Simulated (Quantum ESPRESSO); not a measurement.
# Moving one atom in SiAsF3O3

The results below are calculated, not measured. They come from pw.x of Quantum ESPRESSO 7.5, a plane-wave density functional program, with PseudoDojo standard norm-conserving files (v0.5 for PBE, v0.4.1 for LDA and PBEsol). The cells are made up: elements, strain and atom displacements were drawn at random, and nothing was relaxed. There is no spin polarisation, spin-orbit coupling or dispersion term.

The cell has 9 sites of a quartz lattice. Sites 1 to 3 hold Si empty As; sites 4 to 9 hold F F F O O O. Cell vectors in Å: (5.047, 0.000, 0.000); (-2.524, 4.371, 0.000); (0.000, 0.000, 5.540). Settings: PBE, cutoff 1143 eV, 5 x 5 x 4 k mesh shifted by half a step, Fermi-Dirac smearing of 0.025 eV.

Each run shifts the O atom on site 8 along z and leaves all else fixed. Site 1 is one of its nearest neighbours. E is the free energy of the cell above the lowest run shown. The last column is band 30 less band 29 at Gamma, from a band step after each run.

| run | shift (Å) | Fz on site 8 (eV/Å) | Fz on site 1 (eV/Å) | P (GPa) | E (meV) | level step at Gamma (eV) |
| --- | --- | --- | --- | --- | --- | --- |
| 1 | -0.0516 | 2.427 | -3.148 | 7.70 | 243.6 | 1.118 |
| 2 | -0.0442 | 2.369 | -3.100 | 7.73 | 225.9 | 1.129 |
| 3 | -0.0349 | 2.295 | -3.040 | 7.76 | 204.2 | 1.142 |
| 4 | 0.0072 | 1.968 | -2.766 | 7.92 | 114.5 | 1.198 |
| 6 | 0.0327 | 1.771 | -2.602 | 8.02 | 66.8 | 1.230 |
| 7 | 0.0742 | 1.451 | -2.337 | 8.19 | 0.0 | 1.279 |
| 5 | 0.0203 | ? | ? | ? | ? | ? |

A rerun of one of these cells at 1437 eV and k mesh 7 x 7 x 6 moved values by no more than 0.004 eV in the cell's energy, 0.02 GPa in stress and 0.002 eV/Å in force.

## Worked fit

A parabola through the six runs shown gives Fz on site 8 = 2.024 - 7.77 u + 0.7 u² eV/Å, with u in Å and a scatter of 0.001 eV/Å. Minus the slope, 7.77 ± 0.03 eV/Å², is this atom's force constant along z at u = 0, with its periodic images moving too. The fitted force does not vanish within the range. The error is the larger of the fit's own and the change that a cubic makes, rounded up.

## Withheld run

Question: what Fz on site 8 should run 5 give?

The fit gives 1.867 eV/Å. The calculation gave 1.867 eV/Å.

| run | shift (Å) | Fz on site 8 (eV/Å) | Fz on site 1 (eV/Å) | P (GPa) | E (meV) | level step at Gamma (eV) |
| --- | --- | --- | --- | --- | --- | --- |
| 5 | 0.0203 | 1.867 | -2.682 | 7.97 | 89.4 | 1.215 |